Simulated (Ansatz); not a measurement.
A geometry of Ti away from equilibrium: step 2 of the relaxation of a generated trial cell of Ti in the AFLOW prototype A_oC4_63_c (A20). Method: PBEsol (plane waves to 420 eV, PAW, scalar-relativistic; Ansatz, a first-principles code). Γ-centred k-mesh 13×13×7 on the run's cell (coarser than for final values), Fermi–Dirac smearing 0.05 eV. The plane waves were selected for a different cell earlier on the path.

```
Ti
1.0
    1.34658    -2.65215     0.00000
    1.34658     2.65215     0.00000
    0.00000     0.00000     4.59046
Ti
2
Direct
  0.87909   0.12091   0.25000
  0.12091   0.87909   0.75000
```

Q: What forces act on the atoms (eV/Å)?

A: 
```csv
atom,Fx,Fy,Fz
Ti1,0.00,0.36,0.00
Ti2,0.00,-0.36,0.00
```

The path ends in P6₃/mmc (No. 194) (hcp (Mg type)). No spin polarisation in the result.

The run could not lose the symmetry of its start; a randomly shaken copy of 4 atoms returns to this structure.
